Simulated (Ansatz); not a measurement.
As (bcc (W type), Im-3m) at seven volumes, plane-wave PAW PBEsol (Ansatz code), scaled uniformly. One row is withheld.

| V (Å³/atom) | P (GPa) |
|---|---|
| 16.573 | 10.05 |
| 17.119 | 6.07 |
| 17.666 | ? |
| 18.212 | -0.01 |
| 18.758 | -2.57 |
| 19.305 | -4.74 |
| 19.851 | -6.62 |

**Question.** Fit the shown pressures and predict the withheld one.

**Answer.** Third-order Birch–Murnaghan: P = (3/2)B₀(x^(7/2) − x^(5/2))[1 + (3/4)(B′ − 4)(x − 1)] with x = (V₀/V)^(2/3). Least squares on the six rows gives V₀ = 18.198 Å³/atom, B₀ = 89.65 GPa, B′ = 3.79. At V = 17.666, x = 1.0200 and P = 2.81 GPa. The run itself gave 2.89 GPa.

A made-up cell: these elements were put on the sites of a structure type; neither database checked (COD, Materials Project) lists it. It is not the phase usual at ambient conditions (space group No. 166). Symmetry was held in the PBEsol relaxation; its stability against distortions is not shown here.

Potentials: the earlier of the program's two PAW sets. The files were generated under PBE; for other functionals the program regenerates the frozen cores, and for LDA and PBEsol the local potential too.
